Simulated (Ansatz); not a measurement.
Consider the following.

RbLuO2:
```cif
data_LuO2Rb
_chemical_formula_sum 'Rb1 Lu1 O2'
_space_group_name_H-M_alt 'P 1'
_space_group_IT_number 1
_cell_length_a 6.77814
_cell_length_b 6.77814
_cell_length_c 6.77814
_cell_angle_alpha 29.052
_cell_angle_beta 29.052
_cell_angle_gamma 29.052
loop_
_space_group_symop_operation_xyz
  'x, y, z'
loop_
_atom_site_label
_atom_site_type_symbol
_atom_site_fract_x
_atom_site_fract_y
_atom_site_fract_z
_atom_site_occupancy
Rb1 Rb 0.00000 0.00000 0.00000 1
Lu1 Lu 0.50000 0.50000 0.50000 1
O1 O 0.77539 0.77539 0.77539 1
O2 O 0.22461 0.22461 0.22461 1
```

This is the r²SCAN-relaxed structure.

Q: All from the program Ansatz at the r²SCAN level (PAW), unless another level is named. Give the formation energy from the elements (no fitted shifts).

A: -2.93 eV/atom.

Q: Predict the smallest direct gap on the standard path.

A: 4.08 eV.

Q: And the valence-band maximum?

A: at Γ.

Space group R-3m. The first step of the workflow began from a Materials Project structure, measured or hypothetical; the Crystallography Open Database files this formula in space group No. 166, but the cells were not matched. Whether it is the stable phase at ambient conditions was not checked. Symmetry was held in the r²SCAN relaxation; whether a distortion lowers the energy is not shown. The references are the lowest solids computed at this level, not always the standard phases (solids in place of the gases). Spin–orbit coupling is left out wherever it is not named.

Potentials: the later of the program's two PAW sets.
